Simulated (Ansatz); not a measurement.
Li (fcc (Cu type), Fm-3m) at seven volumes, DFT-r²SCAN in the program Ansatz with PAW potentials, scaled uniformly. One row is withheld.

| V (Å³/atom) | P (GPa) |
|---|---|
| 19.053 | 1.43 |
| 19.681 | ? |
| 20.309 | 0.42 |
| 20.937 | 0.00 |
| 21.565 | -0.37 |
| 22.193 | -0.69 |
| 22.821 | -0.97 |

Problem. Fit the shown pressures and predict the withheld one.

Solution. P = (3/2)B₀(x^(7/2) − x^(5/2))[1 + (3/4)(B′ − 4)(x − 1)] with x = (V₀/V)^(2/3). Least squares on the six rows gives V₀ = 20.937 Å³/atom, B₀ = 13.0 GPa, B′ = 3.29. At V = 19.681, x = 1.0421 and P = 0.89 GPa. The run itself gave 0.89 GPa.

The workflow started from a Materials Project entry (that database holds measured and hypothetical structures alike); the Crystallography Open Database files this formula in space group No. 225, but the cells were not matched. It is not the phase usual at ambient conditions (space group No. 229). Symmetry was held in the r²SCAN relaxation; whether a distortion lowers the energy is not shown.

Potentials: the earlier of the program's two PAW sets.
